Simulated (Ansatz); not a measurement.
# Zincblende alloy of GaSb and InAs (2 of 32 Ga sites, 2 of 32 Sb sites exchanged), 64 atoms

Ansatz, PAW, plane waves. PBEsol relaxation of volume and atoms (shape held) at the single k point (¼, ¼, ¼) without its symmetry partners; single points on the relaxed atoms at the Γ point alone, onto which points of the small cell's zone fold. Arrangement: quasirandom. No spin–orbit coupling unless named.

Relaxed structure:

```
Ga Sb As In
1.0
    12.21559    0.00000    0.00000
     0.00000   12.21559    0.00000
     0.00000    0.00000   12.21559
Ga Sb As In
30 30 2 2
Direct
  0.00145 0.99956 0.00125
  0.99464 0.99243 0.50503
  0.99879 0.50238 0.99825
  0.99989 0.49959 0.49944
  0.50491 0.99040 0.99630
  0.49766 0.99736 0.49623
  0.49957 0.50170 0.00186
  0.50081 0.50366 0.49920
  0.24956 0.24835 0.00117
  0.24726 0.24852 0.49811
  0.24865 0.74964 0.99862
  0.25090 0.75000 0.50043
  0.75194 0.25089 0.00369
  0.75166 0.25028 0.49634
  0.74266 0.75429 0.99458
  0.75646 0.75432 0.50452
  0.24967 0.99972 0.24984
  0.24785 0.99826 0.74951
  0.24993 0.49964 0.24968
  0.24768 0.50390 0.74982
  0.74989 0.99993 0.24930
  0.75010 0.50213 0.24977
  0.75210 0.50188 0.74972
  0.99994 0.24894 0.25087
  0.00119 0.25089 0.74961
  0.99884 0.74972 0.24852
  0.99468 0.75447 0.74227
  0.49987 0.24880 0.24870
  0.50108 0.74986 0.25067
  0.50473 0.75432 0.75645
  0.12474 0.12463 0.12630
  0.12266 0.12255 0.62439
  0.12472 0.62480 0.12450
  0.12274 0.62707 0.62402
  0.62432 0.12242 0.12261
  0.62655 0.12071 0.61437
  0.62492 0.62692 0.12446
  0.62717 0.62882 0.62709
  0.37483 0.37444 0.12454
  0.36804 0.38149 0.61910
  0.37544 0.87335 0.12495
  0.37673 0.87475 0.62702
  0.87640 0.37656 0.12673
  0.87459 0.37450 0.62449
  0.87257 0.87441 0.12241
  0.37401 0.12457 0.37379
  0.37158 0.11624 0.88008
  0.37499 0.62594 0.37387
  0.37585 0.62591 0.87489
  0.87608 0.12207 0.37569
  0.87930 0.12831 0.87933
  0.87515 0.62602 0.37583
  0.87355 0.63027 0.87245
  0.12403 0.37469 0.37391
  0.12581 0.37582 0.87503
  0.12391 0.87441 0.37556
  0.12168 0.87348 0.87243
  0.62485 0.37596 0.37372
  0.63172 0.38140 0.88146
  0.62721 0.87400 0.37574
  0.87900 0.86860 0.62041
  0.62074 0.86908 0.87833
  0.75206 0.98719 0.75063
  0.50004 0.25119 0.75027
```

Q: What are the mean bond lengths by pair (pairs within 1.2 times the sum of covalent radii, less contacts 15 % beyond the pair's median; cation–cation pairs of compounds aside; long ionic contacts are cut short by that bound)?

A: As–Ga 2.493 ± 0.009 Å (standard deviation, 6 bonds); As–In 2.657 ± 0.005 Å (standard deviation, 2 bonds); Ga–Sb 2.646 ± 0.011 Å (standard deviation, 114 bonds); In–Sb 2.781 ± 0.012 Å (standard deviation, 6 bonds).

Q: What gap lies between the top filled and the lowest empty level in the single points?

A: HSE06 0.77 eV (45 s on NVIDIA GB200); r²SCAN 0.36 eV (4.9 s on NVIDIA GB200).
